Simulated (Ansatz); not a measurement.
Energies of structures of AlN at several levels, each column relative to the first row (P6₃mc, hP4, wurtzite type), in eV/atom. Geometries are relaxed with PBEsol (plane waves to 420 eV, PAW, scalar-relativistic; Ansatz, an electronic-structure program) unless a column says relaxed; all runs are Ansatz, PAW (cutoffs: HSE06 on this geometry 420 eV, r2SCAN on this geometry 500 eV). Columns compare only within themselves.

```
structure                                                     PBEsol  HSE06 on this geometry  r2SCAN on this geometry
------------------------------------------------------------  ------  ----------------------  -----------------------
P6₃mc, hP4, wurtzite type                                      0.000                    0.00                    0.000
P6₃mc, hP8, AFLOW prototype AB_hP8_186_ab_ab (B5, as in SiC)  +0.012                   +0.01                        –
F-43m, cF8, zinc blende type                                  +0.022                   +0.03                      ___
P6₃/mmc, hP4                                                  +0.091                   +0.11                      ___
Fm-3m, cF8, rock salt type                                    +0.103                   +0.15                      ___
P6₃/mmc, hP4, NiAs type                                       +0.268                   +0.32                        –
R3m, hR6, AFLOW prototype AB_hR6_160_b_b (B13, as in NiS)     +0.498                   +0.56                        –
```

Complete the blanks.


- F-43m, cF8, zinc blende type, r2SCAN on this geometry: +0.024
- P6₃/mmc, hP4, r2SCAN on this geometry: +0.112
- Fm-3m, cF8, rock salt type, r2SCAN on this geometry: +0.168

At HSE06 on this geometry the lowest of those computed is still P6₃mc, hP4, wurtzite type. At r2SCAN on this geometry the lowest of those computed is still P6₃mc, hP4, wurtzite type. HSE06 energies come from a coarser k-mesh.

 3 generated cells of layers, chains or molecules, poorly bound without dispersion, are left out. Each run could gain symmetry but not lose that of its start, so entries can be saddle points. From databases, or of a type measured for this composition: P6₃mc, hP4, wurtzite type; F-43m, cF8, zinc blende type; P6₃/mmc, hP4; Fm-3m, cF8, rock salt type; the others are generated cells (placed on structure types, drawn at random, substituted or restacked) that were not matched to a known phase here. Energies are at zero temperature and pressure, without zero-point motion. No spin polarisation in the result.
